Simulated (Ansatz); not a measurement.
# BiClO: do energies and stresses tell the same story?

The calculation used DFT r2SCAN, scalar-relativistic, plane waves, PAW in Ansatz 0.2.0.

Settings: cutoff 500 eV, Γ-centred mesh 6×6×4 on the computed 6-atom cell, Gaussian smearing of 0.02 eV; no spin polarisation.

Relaxed cell: P4/nmm, a = 3.894 Å, b = 3.894 Å, c = 7.579 Å, α = 90.00°, β = 90.00°, γ = 90.00°, 6 atoms in the primitive cell.

Energies at zero smearing and pressures from the stress tensor, at volumes with shape and atoms relaxed:
```tsv
V (Å³/atom)	E − E(first) (meV/atom)	P (GPa)
16.855	0.00	9.62
17.429	-27.83	6.02
18.004	-44.29	3.27
18.579	-52.22	1.27
19.153	-54.30	0.00
19.728	-52.90	-0.70
20.302	-49.80	-1.04
21.068	-44.98	-1.00
```

Task: Check P = −dE/dV between neighbouring volumes, and get the bulk modulus from the pressures alone.

Result: With 1 eV/Å³ = 160.2 GPa:
```csv
middle V (Å³/atom),−ΔE/ΔV (GPa),mean P (GPa)
17.142,7.761,7.820
17.717,4.588,4.645
18.291,2.211,2.271
18.866,0.582,0.635
19.440,-0.391,-0.355
20.015,-0.865,-0.871
20.685,-1.008,-1.018
```

The two differ by 0.06 GPa at most. The mean of two end pressures misses the average over a step by about ΔV² P″/12, up to 0.08 GPa here; with that taken off 0.04 GPa remains, from the finite cutoff, the mesh or the relaxation's tolerance. Around V = 19.153 Å³/atom, the two neighbours give B = −V ΔP/ΔV = 19.153 × 1.98 / 1.149 = 33.0 GPa, against B0 = 31.4 GPa from the Birch–Murnaghan fit of the energies, which describes these points poorly (B0' = 17.2).

Spin–orbit coupling is left out, which can shift energies with elements as heavy as these.

Cost: 9 runs of about 26 core-minutes in all, on Intel Xeon Processor @ 2.50GHz (Skylake/Cascade Lake) (shared hosts).